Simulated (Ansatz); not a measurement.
YCl:
```cif
data_Cl6Y6
_chemical_formula_sum 'Cl6 Y6'
_space_group_name_H-M_alt 'R-3m :H'
_space_group_IT_number 166
_space_group_name_Hall '-R 3 2"'
_cell_length_a 3.73523
_cell_length_b 3.73523
_cell_length_c 28.15719
_cell_angle_alpha 90.000
_cell_angle_beta 90.000
_cell_angle_gamma 120.000
loop_
_atom_site_label
_atom_site_type_symbol
_atom_site_symmetry_multiplicity
_atom_site_Wyckoff_symbol
_atom_site_fract_x
_atom_site_fract_y
_atom_site_fract_z
_atom_site_occupancy
Cl1 Cl 6 c 0.00000 0.00000 0.38769 1
Y1 Y 6 c 0.00000 0.00000 0.21731 1
```
(The calculation used a cell of 4 atoms; values per cell refer to that cell.)

Relaxed with r²SCAN+D4.

Which orbitals make up the states near the Fermi level in DFT-r²SCAN+D4 in the program Ansatz with PAW potentials?

Within 0.5 eV of the Fermi level: Y 4d 84 %, outside the projected shells 5 %. Projections are on Löwdin-orthogonalised atomic valence shells; empty p or d shells of many metals are not among them.

Tabulate the density of states.

States/eV per cell of 4 atoms, in 0.25 eV bins, energy from the Fermi level.

```csv
E (eV),total,Y 4d,Cl 3p,Y 5s
-6.35,0.00,0.00,0.00,0.00
-6.10,3.85,0.36,3.26,0.18
-5.85,8.43,0.78,7.27,0.27
-5.60,2.01,0.12,1.72,0.13
-5.35,8.36,0.61,7.09,0.45
-5.10,6.66,0.57,5.74,0.20
-4.85,11.44,0.95,10.18,0.11
-4.60,6.50,0.55,5.88,0.02
-4.35,0.74,0.06,0.67,0.00
-4.10,0.00,0.00,0.00,0.00
-3.85,0.00,0.00,0.00,0.00
-3.60,0.00,0.00,0.00,0.00
-3.35,0.00,0.00,0.00,0.00
-3.10,0.00,0.00,0.00,0.00
-2.85,0.00,0.00,0.00,0.00
-2.60,0.00,0.00,0.00,0.00
-2.35,0.03,0.00,0.01,0.02
-2.10,0.39,0.02,0.09,0.23
-1.85,0.96,0.13,0.21,0.53
-1.60,1.04,0.26,0.17,0.53
-1.35,1.05,0.37,0.13,0.48
-1.10,1.11,0.50,0.11,0.42
-0.85,1.31,0.76,0.11,0.34
-0.60,1.75,1.30,0.11,0.20
-0.35,0.79,0.60,0.05,0.07
-0.10,9.56,7.97,0.50,0.54
0.15,2.43,2.12,0.07,0.04
0.40,1.09,0.98,0.04,0.03
0.65,0.76,0.69,0.02,0.01
0.90,0.56,0.51,0.02,0.01
1.15,0.47,0.44,0.01,0.00
1.40,1.56,1.46,0.03,0.01
1.65,1.81,1.68,0.05,0.01
1.90,2.26,2.08,0.09,0.01
2.15,3.85,3.53,0.16,0.02
2.40,4.14,3.72,0.22,0.03
2.65,6.52,5.65,0.49,0.08
2.90,2.04,1.77,0.11,0.06
3.15,3.49,2.94,0.19,0.14
3.40,3.36,2.86,0.20,0.09
```

The workflow started from an entry of the Crystallography Open Database (COD). Its standing as an ambient phase is unchecked. The cell was relaxed with r²SCAN+D4 under the symmetry of its start; whether a distortion lowers the energy is not shown. No spin polarisation was allowed. Spin–orbit coupling is left out wherever it is not named.

Potentials: the later of the program's two PAW sets.
